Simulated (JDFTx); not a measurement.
An input for JDFTx (a modified build) (C5H6 (built from cyclopentadiene), charge -1, multiplicity 2, CANDLE, acetonitrile, 1 M NaF; bohr, hartree) and the course of its log:

```
lattice \
  24.0940080890 0.0000000000 0.0000000000 \
  0.0000000000 25.5113026824 0.0000000000 \
  0.0000000000 0.0000000000 20.7869873709
coords-type Cartesian
ion C -1.8448572098 1.3708191002 -0.0009031564 0
ion C 0.5444825253 2.2028728314 -0.0029981081 0
ion C 2.3061774171 -0.0009658453 -0.0019910785 0
ion C 0.5404727922 -2.2016325037 -0.0020816300 0
ion C -1.8477795967 -1.3654798117 -0.0030819474 0
ion H -3.5316129598 2.5042865347 -0.0001575185 0
ion H 1.1848666434 4.1298488337 -0.0041541097 0
ion H 3.5324567836 -0.0018588359 1.6584968739 0
ion H 3.5367452350 -0.0028290263 -1.6584968739 0
ion H 1.1768571927 -4.1298488337 -0.0019232825 0
ion H -3.5367452350 -2.4960694572 -0.0028168087 0
ion-species pseudo/c_pbe_v1.2.upf
ion-species pseudo/h_pbe_v1.4.upf
elec-cutoff 20 100
elec-ex-corr gga-PBE
symmetries none
elec-n-bands 14
spintype z-spin
elec-initial-magnetization 1 yes
elec-initial-charge +1
electronic-scf nIterations 100 energyDiffThreshold 1e-8
fluid LinearPCM
pcm-variant CANDLE
fluid-solvent CH3CN
fluid-cation Na+ 1
fluid-anion F- 1
fluid-minimize nIterations 400 knormThreshold 1e-11
wavefunction read s0.wfns
dump-name s1.$VAR
dump End State Ecomponents EigStats BandEigs Forces ElecDensity IonicPositions FluidDebug
```

```
[one cycle in 5 is shown, and the last three; fluid-solver lines are left out]
SCF: Cycle:  0   Etot: -32.074087410337512   dEtot: -1.431e-03   |Residual|: 2.929e-02   |deigs|: 2.283e-03
SCF: Cycle:  5   Etot: -32.076750283828297   dEtot: -4.176e-05   |Residual|: 1.710e-03   |deigs|: 9.887e-04
SCF: Cycle: 10   Etot: -32.076800715033386   dEtot: -3.178e-06   |Residual|: 3.105e-04   |deigs|: 1.855e-04
SCF: Cycle: 15   Etot: -32.076809212721273   dEtot: -6.690e-07   |Residual|: 9.948e-05   |deigs|: 2.897e-05
SCF: Cycle: 20   Etot: -32.076812155622100   dEtot: -6.575e-07   |Residual|: 1.863e-04   |deigs|: 6.613e-06
SCF: Cycle: 25   Etot: -32.076825138247386   dEtot: -5.496e-06   |Residual|: 5.676e-04   |deigs|: 4.212e-06
SCF: Cycle: 30   Etot: -32.076927071276906   dEtot: -2.877e-05   |Residual|: 2.100e-03   |deigs|: 1.248e-05
SCF: Cycle: 35   Etot: -32.077105256244408   dEtot: -6.744e-05   |Residual|: 4.284e-03   |deigs|: 8.384e-06
SCF: Cycle: 40   Etot: -32.077500316223301   dEtot: -5.587e-05   |Residual|: 8.404e-03   |deigs|: 2.572e-05
SCF: Cycle: 45   Etot: -32.078272382390502   dEtot: -2.763e-04   |Residual|: 2.166e-02   |deigs|: 9.179e-05
SCF: Cycle: 50   Etot: -32.075273210768067   dEtot: +1.292e-03   |Residual|: 5.383e-02   |deigs|: 1.350e-04
SCF: Cycle: 55   Etot: -32.070296857530508   dEtot: +3.967e-04   |Residual|: 7.522e-02   |deigs|: 3.530e-04
SCF: Cycle: 60   Etot: -32.061332571683963   dEtot: +3.145e-04   |Residual|: 1.017e-01   |deigs|: 8.045e-04
SCF: Cycle: 65   Etot: -32.056834525363321   dEtot: +9.462e-04   |Residual|: 1.057e-01   |deigs|: 4.641e-04
SCF: Cycle: 70   Etot: -32.071346381749017   dEtot: -3.131e-03   |Residual|: 4.179e-02   |deigs|: 1.078e-02
SCF: Cycle: 75   Etot: -32.079342367170142   dEtot: +6.177e-04   |Residual|: 1.693e-02   |deigs|: 3.793e-03
SCF: Cycle: 80   Etot: -32.081353728701046   dEtot: -1.428e-04   |Residual|: 1.328e-02   |deigs|: 2.798e-04
SCF: Cycle: 85   Etot: -32.083063489758452   dEtot: -2.620e-04   |Residual|: 4.987e-03   |deigs|: 5.131e-04
SCF: Cycle: 90   Etot: -32.083731955766318   dEtot: -8.107e-05   |Residual|: 1.324e-03   |deigs|: 2.822e-04
SCF: Cycle: 95   Etot: -32.083872862213553   dEtot: -3.012e-05   |Residual|: 1.093e-03   |deigs|: 3.230e-05
SCF: Cycle: 97   Etot: -32.083918631957175   dEtot: -3.969e-05   |Residual|: 1.129e-03   |deigs|: 1.831e-05
SCF: Cycle: 98   Etot: -32.083918050431222   dEtot: +5.815e-07   |Residual|: 6.590e-04   |deigs|: 1.123e-05
SCF: Cycle: 99   Etot: -32.083953817684915   dEtot: -3.577e-05   |Residual|: 1.179e-03   |deigs|: 3.043e-05
SCF: None of the convergence criteria satisfied after 100 iterations.
IonicMinimize: Iter:   0  Etot: -32.083953817684915  |grad|_K:  0.000e+00
IonicMinimize: Converged (|grad|_K<1.000000e-04).
```

This run gave no converged result. The electronic loop ended without meeting its threshold, so the last energy, chemical potential and forces aren't results.
